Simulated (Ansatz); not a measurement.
Here is the system:

CuCl:
```cif
data_ClCu
_chemical_formula_sum 'Cu1 Cl1'
_space_group_name_H-M_alt 'P 1'
_space_group_IT_number 1
_cell_length_a 3.83539
_cell_length_b 3.83539
_cell_length_c 3.83539
_cell_angle_alpha 60.000
_cell_angle_beta 60.000
_cell_angle_gamma 60.000
loop_
_space_group_symop_operation_xyz
  'x, y, z'
loop_
_atom_site_label
_atom_site_type_symbol
_atom_site_fract_x
_atom_site_fract_y
_atom_site_fract_z
_atom_site_occupancy
Cu1 Cu 0.00000 0.00000 0.00000 1
Cl1 Cl 0.75000 0.75000 0.75000 1
```

This is the PBE-relaxed structure.

Q: All from PBE (plane waves, PAW; program Ansatz), unless another level is named. Predict the hole effective mass, band 3 of 3 at the edge.

A: 0.39 along [100], 0.33 along [110], 0.31 along [111] (mₑ).

Q: Next, the HSE06 gap on the PBE cell?

A: 2.36 eV.

Q: And the formation energy from the elements (no fitted shifts)?

A: -0.38 eV/atom.

Q: And the hole effective mass, band 2 of 3 at the edge?

A: 1.6 along [100], 1.6 along [110], 3.2 along [111] (mₑ).

Q: What about the valence-band maximum?

A: at Γ.

Q: Next, the weight of the conduction-edge state by species (Voronoi cells)?

A: Cu 63 %, Cl 37 %.

Space group F-43m (zinc blende). Symmetry was held in the PBE relaxation; phonons on a q-mesh show no instability. The run is not spin-polarised. The references are the lowest solids computed at this level, not always the standard phases (solids in place of the gases).

Potentials: the later of the program's two PAW sets.
